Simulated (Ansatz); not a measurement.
Input, command and steps of an Ansatz relaxation.

```yaml
crystal:
  lattice:
    - [-1.9090774904, 1.9090774904, 4.8020816193]
    - [1.9090774904, -1.9090774904, 4.8020816193]
    - [1.9090774904, 1.9090774904, -4.8020816193]
  atoms:
    - { symbol: Sc, position: [0.0, 0.0, 0.0] }
    - { symbol: Si, position: [0.3790005517, 0.3790005517, 0.0] }
    - { symbol: Si, position: [0.6209994483, 0.6209994483, 0.0] }
    - { symbol: Ni, position: [0.75, 0.25, 0.5] }
    - { symbol: Ni, position: [0.25, 0.75, 0.5] }
basis:
  ecutwfc: 420
kpoints:
  mp_grid: { grid: [14, 14, 14] }
hamiltonian:
  xc: lda
scf:
  occupations: { method: gaussian, width: 0.1 }
output:
  forces: true
  stress: true
  eigenvalues: true
relax:
  adjacent_minimum: "off"
  f_tol: 0.005
  max_steps: 50
  cell: { stress_tol: 0.05 }
```

```bash
ansatz run input.yaml --threads 1 --pin off --max-ram 2560MiB --backend cpu --events-out ev --progress --plain --runs-dir out
```

Method: Ansatz 0.2.0, DFT LDA, scalar-relativistic, plane waves, PAW.

Of 6 frames 6 are shown, positions in Å and forces in eV/Å; the SCF threshold varies from step to step. Steps run on the plane waves of an earlier cell, with a Pulay correction in the pressure. The basis is chosen afresh for the last frame, the zero of the energies, and at times for earlier ones too; energy and pressure step there, also at an unchanged geometry.

```xyz
5
Lattice="-1.9091 1.9091 4.8021 1.9091 -1.9091 4.8021 1.9091 1.9091 -4.8021" Properties=species:S:1:pos:R:3:forces:R:3 pbc="T T T" step=1 free_energy_over_end_meV_per_atom=25.92 pressure_GPa=-9.31
Sc    0.0000    0.0000    0.0000    0.0000    0.0000    0.0000
Si    0.0000    0.0000    3.6400    0.0000    0.0000   -0.3803
Si    0.0000    0.0000    5.9642    0.0000    0.0000    0.3803
Ni    0.0000    1.9091    2.4010    0.0000    0.0000    0.0000
Ni    1.9091    0.0000    2.4010    0.0000    0.0000    0.0000
5
Lattice="-1.8765 1.8765 4.7471 1.8765 -1.8765 4.7471 1.8765 1.8765 -4.7471" Properties=species:S:1:pos:R:3:forces:R:3 pbc="T T T" step=2 free_energy_over_end_meV_per_atom=2.21 pressure_GPa=-2.77
Sc    0.0000    0.0000    0.0000    0.0000    0.0000    0.0000
Si    0.0000    0.0000    3.6052    0.0000    0.0000   -0.3035
Si    0.0000    0.0000    5.8891    0.0000    0.0000    0.3035
Ni    0.0000    1.8765    2.3736    0.0000    0.0000    0.0000
Ni    1.8765    0.0000    2.3736    0.0000    0.0000    0.0000
5
Lattice="-1.8635 1.8635 4.7296 1.8635 -1.8635 4.7296 1.8635 1.8635 -4.7296" Properties=species:S:1:pos:R:3:forces:R:3 pbc="T T T" step=3 free_energy_over_end_meV_per_atom=-0.18 pressure_GPa=0.25
Sc    0.0000    0.0000    0.0000    0.0000    0.0000    0.0000
Si    0.0000    0.0000    3.5874    0.0000    0.0000   -0.0804
Si    0.0000    0.0000    5.8717    0.0000    0.0000    0.0804
Ni    0.0000    1.8635    2.3648    0.0000    0.0000    0.0000
Ni    1.8635    0.0000    2.3648    0.0000    0.0000    0.0000
5
Lattice="-1.8655 1.8655 4.7277 1.8655 -1.8655 4.7277 1.8655 1.8655 -4.7277" Properties=species:S:1:pos:R:3:forces:R:3 pbc="T T T" step=4 free_energy_over_end_meV_per_atom=-0.26 pressure_GPa=0.02
Sc    0.0000    0.0000    0.0000    0.0000    0.0000    0.0000
Si    0.0000    0.0000    3.5830    0.0000    0.0000   -0.0346
Si    0.0000    0.0000    5.8724    0.0000    0.0000    0.0346
Ni    0.0000    1.8655    2.3638    0.0000    0.0000    0.0000
Ni    1.8655    0.0000    2.3638    0.0000    0.0000    0.0000
5
Lattice="-1.8679 1.8679 4.7180 1.8679 -1.8679 4.7180 1.8679 1.8679 -4.7180" Properties=species:S:1:pos:R:3:forces:R:3 pbc="T T T" step=5 free_energy_over_end_meV_per_atom=-0.29 pressure_GPa=0.01
Sc    0.0000    0.0000    0.0000    0.0000    0.0000    0.0000
Si    0.0000    0.0000    3.5722    0.0000    0.0000   -0.0021
Si    0.0000    0.0000    5.8638    0.0000    0.0000    0.0021
Ni    0.0000    1.8679    2.3590    0.0000    0.0000    0.0000
Ni    1.8679    0.0000    2.3590    0.0000    0.0000    0.0000
5
Lattice="-1.8679 1.8679 4.7180 1.8679 -1.8679 4.7180 1.8679 1.8679 -4.7180" Properties=species:S:1:pos:R:3:forces:R:3 pbc="T T T" step=6 free_energy_over_end_meV_per_atom=0.00 pressure_GPa=0.00
Sc    0.0000    0.0000    0.0000    0.0000    0.0000    0.0000
Si    0.0000    0.0000    3.5722    0.0000    0.0000   -0.0017
Si    0.0000    0.0000    5.8638    0.0000    0.0000    0.0017
Ni    0.0000    1.8679    2.3590    0.0000    0.0000    0.0000
Ni    1.8679    0.0000    2.3590    0.0000    0.0000    0.0000
```

The run took 3.5 min on 1 thread of Arm Neoverse V1 (shared host), peak memory 0.68 GiB.

Spin polarisation was left out, and a magnetic state may lie lower.